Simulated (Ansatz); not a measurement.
**Property card for Ir**

Ir:
```
CELL_PARAMETERS angstrom
      2.55217     0.00000     0.00000
      0.00000     2.55217     0.00000
      0.00000     0.00000     2.55217
ATOMIC_POSITIONS crystal
  Ir 0.00000 0.00000 0.00000
```

Space group Pm-3m (No. 221), simple cubic; conventional cell a = b = c = 2.552 Å, α = β = γ = 90.00°.

Method: r²SCAN (plane waves, PAW; program Ansatz). Geometry: relaxed at this level of theory. Other levels are named where they apply.

Cell and energy:

Volume per atom: 16.62 Å³
Density: 19.20 g/cm³

Electronic structure:

Electronic character: metallic (no gap)
Density of states at the Fermi level: 1.4 states/eV per atom (mean over ±0.08 eV)
Gap with spin–orbit coupling: none (metallic)

Mechanics:

- Bulk modulus (Birch–Murnaghan fit) = 2680 kbar
- Pressure derivative B′ = 5.0
- Elastic constants (relaxed ions, GPa) = C11 = 500, C12 = 152, C44 = 40.0
- Mechanical stability = stable (all eigenvalues of C positive)
- Hill bulk and shear moduli = 268 and 75.6 GPa
- Young's modulus = 207 GPa
- Poisson's ratio = 0.37
- Debye temperature from the elastic constants = 261 K

The cell is a constructed one: a structure type filled with these elements; neither database checked (COD, Materials Project) lists it. It is not the phase usual at ambient conditions (space group No. 225). The cell was relaxed with r²SCAN under the symmetry of its start; whether a distortion lowers the energy is not shown. The run is not spin-polarised. As this level gives no gap, shear constants depend on the k-mesh and smearing (Fermi–Dirac, 0.1 eV here). Scalar-relativistic: spin–orbit coupling is off unless named, which matters more the heavier the elements.

Potentials: the earlier of the program's two PAW sets.
